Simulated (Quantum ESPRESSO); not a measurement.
## Kohn-Sham bands of BP (zinc blende)

```
CELL_PARAMETERS angstrom
      0.00000     2.26607     2.26607
      2.26607     0.00000     2.26607
      2.26607     2.26607     0.00000
ATOMIC_POSITIONS crystal
  B  0.00000 0.00000 0.00000
  P  0.75000 0.75000 0.75000
```

Materials Project entry mp-1479; symmetrised, unrelaxed at this level. COD (Crystallography Open Database) has an entry of this formula and space group (matched by these alone). Level: PBEsol, no spin polarisation, no spin-orbit coupling; pw.x of Quantum ESPRESSO at 61 Ry with PseudoDojo potentials, 12×12×12 k-points, Wannier90. Density: 12×12×12 mesh, cold smearing 0.01 Ry.

Task: List the Kohn-Sham levels between −8 and 4.1 eV relative to the valence-band maximum at the high-symmetry points, as a band run of pw.x on that density gives them (levels within 2 meV counted together).

Result: 
| point | k (reciprocal lattice) | levels (eV) |
|---|---|---|
| Γ | 0.000 0.000 0.000 | 0.00 (×3), 3.37 (×3) |
| X | -0.500 -0.500 0.000 | -4.16 (×2), 1.23, 1.52 |
| U | -0.375 -0.375 0.250 | -6.32, -3.54, 2.03 |
| K | -0.375 0.000 0.375 | -6.32, -3.54, 2.03 |
| L | 0.000 0.000 0.500 | -1.77 (×2), 3.74 |
| W | -0.500 -0.250 0.250 | -5.76, -5.56 |
